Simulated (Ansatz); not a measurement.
Input:

Sr$_{2}$SnO$_{4}$:
```
CELL_PARAMETERS angstrom
     -2.00641     2.00641     6.20258
      2.00641    -2.00641     6.20258
      2.00641     2.00641    -6.20258
ATOMIC_POSITIONS crystal
  Sr 0.64603 0.64603 0.00000
  Sr 0.35397 0.35397 0.00000
  Sn 0.00000 0.00000 0.00000
  O  0.83515 0.83515 0.00000
  O  0.16485 0.16485 0.00000
  O  0.50000 0.00000 0.50000
  O  0.00000 0.50000 0.50000
```

This is the LDA-relaxed structure. Cartesian axes are those of the cell as given.

All from DFT-LDA in the program Ansatz with PAW potentials, unless another level is named. Estimate the Debye temperature from the elastic constants.

478 K.

Next, the elastic constants (relaxed ions, GPa)?

C11 = 253, C12 = 50.5, C13 = 85.5, C33 = 267, C44 = 64.1, C66 = 59.1.

Next, the highest zone-centre frequency (without LO–TO term)?

733 cm⁻¹.

Space group I4/mmm. The workflow started from a Materials Project entry (that database holds measured and hypothetical structures alike); the Crystallography Open Database files this formula in space group No. 139, but the cells were not matched. Its standing as an ambient phase is unchecked. Symmetry was held in the LDA relaxation; of distortions, only those at the zone centre were tested. Scalar-relativistic: spin–orbit coupling is off unless named, which matters more the heavier the elements.

Potentials: the later of the program's two PAW sets.
